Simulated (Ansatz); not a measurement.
Rough cost of magnetic runs on RbMnSe₂ (I-4m2) in Ansatz 0.2.0, 2 threads of Intel(R) Xeon(R) Platinum 8259CL CPU @ 2.50GHz (Skylake/Cascade Lake), on a shared host.

```
Rb Mn Se
1.0
    -2.02179    2.02179    7.06708
     2.02179   -2.02179    7.06708
     2.02179    2.02179   -7.06708
Rb Mn Se
1 1 2
Direct
  0.00000 0.00000 0.00000
  0.25000 0.75000 0.50000
  0.65258 0.65258 0.00000
  0.34742 0.34742 0.00000
```

```
                                             run  functional, mesh  k points solved  bands  iterations  wall time (s)  peak memory (GiB)
          PAW: free moments from the typed start  PBEsol, 10×10×10              102     36          14             68                0.9
                       PAW: volume scaled by 0.8  PBEsol, 10×10×10              102     36          13             47               0.81
                       PAW: volume scaled by 0.9  PBEsol, 10×10×10              102     36          14             55               0.84
 PAW: volume scaled by 1.1, no spin polarisation  PBEsol, 10×10×10              102     34           8             17               0.66
 PAW: volume scaled by 0.8, no spin polarisation  PBEsol, 10×10×10              102     34           8             20                0.6
                      LAPW: volume scaled by 0.9  PBEsol, 10×10×10              102     57          14            330                1.8
                      PAW: volume scaled by 0.85  PBEsol, 10×10×10              102     36          13             58               0.83
PAW: volume scaled by 1.05, no spin polarisation  PBEsol, 10×10×10              102     34           8             16               0.65
 PAW: volume scaled by 0.9, no spin polarisation  PBEsol, 10×10×10              102     34           7             13               0.58
```

Roughly how much dearer is an iteration by LAPW than by PAW among the runs with the first row's mesh and spin treatment (collinear)?

About 6 times (medians of wall time over iterations; times from a shared host are rough).

Runs with the default search for lower states can spend part of their time in further cycles.
